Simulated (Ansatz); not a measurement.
The geometry is COD entry 1532769, unchecked; take it as a test cell. The listed cell was then made from it by scaling, straining or moving an atom.

An input for TiAl: DFT, PBEsol, all-electron LAPW, scalar-relativistic (Ansatz 0.2.0).

Command: `ansatz run input.yaml --threads 1 --pin off --max-ram 3072MiB --backend cpu --events-out ev --progress --plain --runs-dir out` The run took 30 s on 1 thread of Arm Neoverse N1, on a shared host, peak memory 0.43 GiB.

```yaml
crystal:
  lattice:
    - [2.8929474611, 0.0, 0.0]
    - [0.0, 2.8929474611, 0.0]
    - [0.0, 0.0, 4.1387104075]
  atoms:
    - { symbol: Ti, position: [0.0, 0.0, 0.0] }
    - { symbol: Al, position: [0.5, 0.5, 0.5] }
kpoints:
  mp_grid: { grid: [12, 12, 8] }
  band_path:
    path:
      - [0.0, 0.0, 0.0]
      - [0.0, 0.5, 0.0]
      - [0.5, 0.5, 0.0]
      - [0.0, 0.0, 0.0]
      - [0.0, 0.0, 0.5]
      - [0.0, 0.5, 0.5]
      - [0.5, 0.5, 0.5]
      - [0.0, 0.0, 0.5]
      - [0.0, 0.5, 0.0]
    npoints: 5
scf:
  occupations: { method: fermi_dirac, width: 0.05 }
hamiltonian:
  xc: pbesol
  pseudopotentials: { kind: all_electron, lapw: { basis_error: 0.001 } }
output:
  forces: true
  stress: true
  eigenvalues: true
```

Set-up and iterations as logged by Ansatz (the results part is left out, to be predicted):

```
LAPW: plane waves up to 7.606 Å⁻¹, error target 1.0e-3 eV per atom; small_component_spin mean_spin; Al in spheres of 1.446 Å, 11 of its electrons in bands, Dirac shells []; Ti in spheres of 1.446 Å, 12 of its electrons in bands, Dirac shells []
Engine: ansatz 0.2.0
Pseudopotentials: kind: all_electron
Pseudopotential: Ti, LAPW, valence charge 12, Koelling and Harmon's equation, gaussian nucleus
Pseudopotential: Al, LAPW, valence charge 11, Koelling and Harmon's equation, gaussian nucleus
Functional definition: PBEsol
  exchange = pbesol_x
  correlation = pbesol_c
Crystal: 2 atoms, lattice volume = 34.637 Å³
Basis set: ecut = 220.41612393899493 eV, 255 PW (Γ), exchange–correlation at level 2
Bands: 16, of which v1, the nominal top of the filled ones, is band 12 counted from 1 (11 counted from 0)
Symmetry: 16 space group operations
Space group: P4/mmm (ITA 123), of the structure as read, at distance tolerance 3.3e-5 Å
k-points: 140 of 1152
Non-local potential: Ti, projectors of the file, none
Non-local potential: Al, projectors of the file, none
Initial density: superposition of atomic densities (chi_scale 0.1, normalization cell, long waves kept (reshape's long-wave potential 0.00 eV rms))
Initial wavefunctions: plane waves of lowest kinetic energy (no species holds an atomic orbital)
Functional: x = pbesol(κ = 0.804, μ = 0.12345679012345678), c = pbesol(β = 0.046)
iter 1 solved again at ethr=6.78e-4 eV; its pass at ethr=1.00e-1 eV (dr2=1.56e-1 eV) is discarded
SCF iter   1: F=—  HF=-29803.076866 eV  |F-HF|=—  |Δ(HF+E_count)|=         —  Δρ=1.92e-2  dr2=1.56e-1  ethr=6.78e-4  ⟨swp⟩=2.8  Hψ=16001  notcnv=0
SCF iter   2: F=—  HF=-29802.963856 eV  |F-HF|=—  |Δ(HF+E_count)|=   1.13e-1  Δρ=1.45e-2  dr2=2.29e-1  ethr=6.78e-4  ⟨swp⟩=2.7  Hψ=7197  notcnv=0
SCF iter   3: F=—  HF=-29802.929602 eV  |F-HF|=—  |Δ(HF+E_count)|=   3.43e-2  Δρ=1.14e-2  dr2=1.06e-1  ethr=6.78e-4  ⟨swp⟩=3.0  Hψ=7665  notcnv=0  defer=1
iter 4 solved again at ethr=2.13e-5 eV; its pass at ethr=4.62e-4 eV (dr2=4.91e-3 eV) is discarded
SCF iter   4: F=—  HF=-29802.886687 eV  |F-HF|=—  |Δ(HF+E_count)|=   4.29e-2  Δρ=3.20e-3  dr2=4.89e-3  ethr=2.13e-5  ⟨swp⟩=2.0  Hψ=11457  notcnv=0
SCF iter   5: F=—  HF=-29802.885927 eV  |F-HF|=—  |Δ(HF+E_count)|=         —  Δρ=1.65e-4  dr2=1.53e-5  ethr=2.13e-5  ⟨swp⟩=2.0  Hψ=6417  notcnv=0
the basis was enlarged: its passes take 253.3 KiB over the memory plan, 1 of 1 planned eigensolver slots
SCF iter   6: F=—  HF=-29802.885902 eV  |F-HF|=—  |Δ(HF+E_count)|=   2.45e-5  Δρ=3.93e-5  dr2=7.06e-7  ethr=6.66e-8  ⟨swp⟩=3.0  Hψ=6669  notcnv=0
SCF iter   7: F=-29802.885902 eV  HF=-29802.885902 eV  |F-HF|=1.75e-8  |Δ(HF+E_count)|=   1.51e-7  Δρ=5.50e-6  dr2=2.28e-8  ethr=3.07e-9  ⟨swp⟩=2.0  Hψ=6419  notcnv=0
```

Spin polarisation is left out, and whether a magnetic state lies lower isn't shown here.

What pressure will this run report?

-9.39 GPa (positive in compression).

Is there a band gap?

none: with an odd electron count and no spin polarisation the bands can't all be full, a metal in this set-up (spin order or a larger cell could open a gap).
